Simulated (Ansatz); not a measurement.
Starting structure, 1 CO2 a cell, tilted, over a top Cu site (Cu, Fm-3m (No. 225), (1 0 0) face):

```
CELL_PARAMETERS angstrom
5.03937 0.00000 0.00000
0.00000 5.03937 0.00000
0.00000 0.00000 24.78266
ATOMIC_POSITIONS crystal
Cu 0.25000 0.25000 0.32281
Cu 0.25000 0.75000 0.32281
Cu 0.75000 0.25000 0.32281
Cu 0.75000 0.75000 0.32281
Cu 0.50000 0.50000 0.39470
Cu 0.50000 0.00000 0.39470
Cu 0.00000 0.50000 0.39470
Cu 0.00000 0.00000 0.39470
Cu 0.75000 0.75000 0.46811
Cu 0.75000 0.25000 0.46811
Cu 0.25000 0.75000 0.46811
Cu 0.25000 0.25000 0.46811
Cu 0.00000 0.00000 0.53943
Cu 0.00000 0.50000 0.53943
Cu 0.50000 0.00000 0.53943
Cu 0.50000 0.50000 0.53943
O 0.69643 0.26013 0.70154
C 0.84821 0.13005 0.67254
O 0.00000 0.00000 0.64354
```

Theory: DFT PBE+D3(BJ), scalar-relativistic, plane waves, PAW (Ansatz 0.2.0). Cutoff 420 eV; k points 4×4×1 on the computed 19-atom cell (Γ-centred); Gaussian smearing, width 0.10 eV; no spin polarisation. A dipole correction removes the field between periodic images along c.

Atoms 1, 2, 3, 4, 5, 6, 7, 8 (counted from 1) are held. The cell is fixed. Force threshold 0.04 eV/Å.

```tsv
step	E − E_final (eV)	largest force (eV/Å)
1	0.450	3.393
2	0.078	1.175
3	0.049	0.653
4	0.027	0.159
5	0.061	1.458
6	0.021	0.129
7	0.017	0.237
8	0.013	0.339
9	0.009	0.367
10	0.007	0.114
11	0.005	0.012
12	0.003	0.028
13	0.001	0.031
14	0.000	0.031
```

(1) What is the final structure?

The end is the local minimum or symmetric point that this start leads to. The slab is only 5.3 Å thick, so the energy isn't converged with thickness.

## Answers

(1)
```
CELL_PARAMETERS angstrom
5.03937 0.00000 0.00000
0.00000 5.03937 0.00000
0.00000 0.00000 24.78266
ATOMIC_POSITIONS crystal
Cu 0.25000 0.25000 0.32281
Cu 0.25000 0.75000 0.32281
Cu 0.75000 0.25000 0.32281
Cu 0.75000 0.75000 0.32281
Cu 0.50000 0.50000 0.39470
Cu 0.50000 0.00000 0.39470
Cu 0.00000 0.50000 0.39470
Cu 0.00000 0.00000 0.39470
Cu 0.75006 0.74997 0.46805
Cu 0.75007 0.24990 0.46819
Cu 0.24999 0.74995 0.46813
Cu 0.24998 0.24992 0.46804
Cu 0.99977 0.00017 0.53967
Cu 0.00064 0.50054 0.53897
Cu 0.49938 0.99930 0.53895
Cu 0.50040 0.49955 0.53956
O 0.59551 0.40433 0.66597
C 0.75936 0.23970 0.66431
O 0.92330 0.07497 0.66291
```

Cost: 1 run of about 19 core-minutes, on Intel Xeon 6975P-C (Granite Rapids) (shared hosts).